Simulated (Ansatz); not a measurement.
BP (zinc blende), conventional cell a = 4.5484 Å, b = 4.5484 Å, c = 4.5484 Å, α = 90.00°, β = 90.00°, γ = 90.00°. The calculation uses the primitive cell of 2 atoms, to which meshes and values per cell refer.

The volume is varied about the relaxed value V₀ at fixed cell shape. Symmetry pins the atoms to their sites.

Computed with PBE (plane waves to 420 eV, PAW, scalar-relativistic; Ansatz, a quantum-chemistry and plane-wave program). k mesh 13×13×13 (Γ-centred), Fermi-Dirac smearing 0.05 eV. Energies are smeared free energies. Stress and pressure are positive under compression. BP was relaxed with its symmetry unable to fall. The zero of ΔE is the relaxed starting cell.

The scan covers V/V₀ from 0.940 to 1.060 in 11 points.

Problem. What is ΔE at V/V₀ = 1.060?

Solution. 19.5 meV/atom.

Problem. What is ΔE at V/V₀ = 0.940?

Solution. 23.6 meV/atom.

Problem. What pressure does the cell carry at V/V₀ = 0.940?

Solution. 11.3 GPa.

(A scan under strain: stresses follow from slopes of the energy per volume, elastic moduli from its curvatures.)
